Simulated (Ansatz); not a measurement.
## Find the missing element

Cell vectors (Å):

```
3.5217 0.0000 0.0000
0.0000 3.5217 0.0000
0.0000 0.0000 3.5217
```

| atom | a | b | c |
| --- | --- | --- | --- |
| X | 0.0000 | 0.0000 | 0.0000 |
| Zn | 0.5000 | 0.5000 | 0.5000 |

Method: PBEsol, all-electron LAPW in Ansatz 0.2.0, scalar-relativistic. k mesh 12×12×12, strains of ±0.003, Fermi-Dirac smearing of 0.100 eV.

Elastic constants of a crystal by Kohn-Sham DFT: slopes of the stress over finite engineering strains of the given cell, Voigt indices, Cartesian axes as in the cell vectors.

```tsv
index	elastic (GPa)
11	96.9
12	51.1
44	46.9
```

All X atoms are one element. Which one was computed?

Y; the crystal is YZn (Pm-3m).

Caveats: responses of metals move with mesh and smearing.
